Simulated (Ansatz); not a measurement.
VSi$_{2}$:
```yaml
crystal:
  lattice:
    - [4.52905, 0.00000, 0.00000]
    - [-2.26453, 3.92228, 0.00000]
    - [0.00000, 0.00000, 6.33057]
  atoms:
    - { symbol: V, position: [0.50000, 0.00000, 0.00000], spin: 0.3 }
    - { symbol: V, position: [0.50000, 0.50000, 0.33333], spin: 0.3 }
    - { symbol: V, position: [0.00000, 0.50000, 0.66667], spin: 0.3 }
    - { symbol: Si, position: [0.16286, 0.32571, 0.00000] }
    - { symbol: Si, position: [0.83714, 0.16286, 0.33333] }
    - { symbol: Si, position: [0.67429, 0.83714, 0.66667] }
    - { symbol: Si, position: [0.83714, 0.67429, 0.00000] }
    - { symbol: Si, position: [0.16286, 0.83714, 0.33333] }
    - { symbol: Si, position: [0.32571, 0.16286, 0.66667] }
```

Relaxed with r²SCAN. Special points in fractions of this cell's reciprocal vectors: Γ (0.000, 0.000, 0.000); M (0.500, 0.000, 0.000); K (0.333, 0.333, 0.000); A (0.000, 0.000, 0.500); L (0.500, 0.000, 0.500); H (0.333, 0.333, 0.500).

Question: List the band energies nearest the Fermi level at these points for r²SCAN in the plane-wave PAW code Ansatz.

Answer: In eV from the Fermi level; about four levels below and three above (degenerate sets whole), none deeper than 8.9 eV; points with the same levels are listed once.

```csv
k,below,above
Γ ↑,-2.33 -2.33 -2.01 -2.01 -2.00,0.29 2.23 2.55 2.55
M ↑,-0.84 -0.69 -0.29 -0.12,0.28 1.07 1.48
K ↑,-1.59 -1.59 -1.45 -1.45 -1.31,0.00 0.00 0.15
A ↑,-2.25 -2.25 -2.12 -2.12 -1.74,0.49 0.49 2.06
L ↑,-1.55 -1.42 -0.59 -0.23,0.76 1.33 1.81
H ↑,-0.62 -0.62 -0.20 -0.20,0.49 1.38 1.90 1.90
Γ ↓,-2.27 -2.27 -1.93 -1.93 -1.92,0.56 2.39 2.79 2.79
M ↓,-1.63 -1.37 -0.62 -0.50,0.03 0.18 0.62
K ↓,-1.37 -1.37 -1.33 -1.33 -1.18,0.30 0.30 0.50
A ↓,-2.18 -2.18 -1.92 -1.92 -1.63,0.77 0.77 2.48
L ↓,-1.42 -1.41 -1.26 -0.37,0.12 1.06 1.53
H ↓,-2.17 -2.11 -0.33 -0.33,0.06 0.06 0.73
```

Space group P6_222. Symmetry was held in the r²SCAN relaxation. The final state is ferromagnetic, the only order run, not a proven ground state. Other orbital occupations within this spin state were not tried.

Potentials: the later of the program's two PAW sets.
